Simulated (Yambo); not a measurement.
G0W0@LDA for Sr₂NO₆H₃ (space group P-62m, No. 189) in Yambo. Reference settings: 3×3×4 Γ-centred k mesh, 158 bands and a 6 Ry block in the screening, 158 bands in G with the Bruneval-Gonze terminator, plasmon pole fitted at 27.2 eV. The LDA gap K → A on this mesh is 2.80 eV; G0W0 gaps are taken between the same points.

The settings were changed. The gap went from 6.42 eV to 6.31 eV, and the shift of the valence edge from -1.41 eV to -1.34 eV.

Task: Name the change that produced these shifts.
A. 107 bands in W, 107 bands in G
B. 69 bands in G, no terminator
C. no terminator
D. pole fitted at 15 eV

Result: D, pole fitted at 15 eV. The others gave (gap, valence shift): 69 bands in G, no terminator: 6.51, -0.77 eV; 107 bands in W, 107 bands in G: 6.47, -1.35 eV; no terminator: 6.48, -1.19 eV.

Geometry of the Materials Project entry, not relaxed at this level; primitive cell a = 6.7043 Å, b = 6.7043 Å, c = 3.5915 Å, α = 90.00°, β = 90.00°, γ = 120.00°.

A shift is the quasiparticle energy of the state minus its LDA energy.
